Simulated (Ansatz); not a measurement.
Input:

InGa$_{3}$Sb$_{3}$As:
```cif
data_AsGa3InSb3
_chemical_formula_sum 'In1 As1 Ga3 Sb3'
_space_group_name_H-M_alt 'Pmm2'
_space_group_IT_number 25
_space_group_name_Hall 'P 2 -2'
_cell_length_a 4.37937
_cell_length_b 4.39317
_cell_length_c 12.43656
_cell_angle_alpha 90.000
_cell_angle_beta 90.000
_cell_angle_gamma 90.000
loop_
_atom_site_label
_atom_site_type_symbol
_atom_site_symmetry_multiplicity
_atom_site_Wyckoff_symbol
_atom_site_fract_x
_atom_site_fract_y
_atom_site_fract_z
_atom_site_occupancy
In1 In 1 a 0.00000 0.00000 0.98748 1
As1 As 1 b 0.00000 0.50000 0.86263 1
Ga1 Ga 1 d 0.50000 0.50000 0.75432 1
Sb1 Sb 1 c 0.50000 0.00000 0.62982 1
Ga2 Ga 1 a 0.00000 0.00000 0.50480 1
Sb2 Sb 1 b 0.00000 0.50000 0.38003 1
Ga3 Ga 1 d 0.50000 0.50000 0.25450 1
Sb3 Sb 1 c 0.50000 0.00000 0.13087 1
```

This is the PBE-relaxed structure.

### Question
All from plane-wave PAW PBE (Ansatz code), unless another level is named. Estimate the electronic character.

### Answer
no gap, with almost no states at the Fermi level (zero-gap or semimetallic).

### Question
And the formation energy from the elements (no fitted shifts)?

### Answer
-0.17 eV/atom.

The start of the workflow was typed in or built on a structure type; neither database checked (COD, Materials Project) lists it. Its standing as an ambient phase is unchecked. Symmetry was held in the PBE relaxation; whether a distortion lowers the energy is not shown. The references are the lowest solids computed at this level, not always the standard phases. Spin–orbit coupling is left out wherever it is not named.

Potentials: the earlier of the program's two PAW sets.
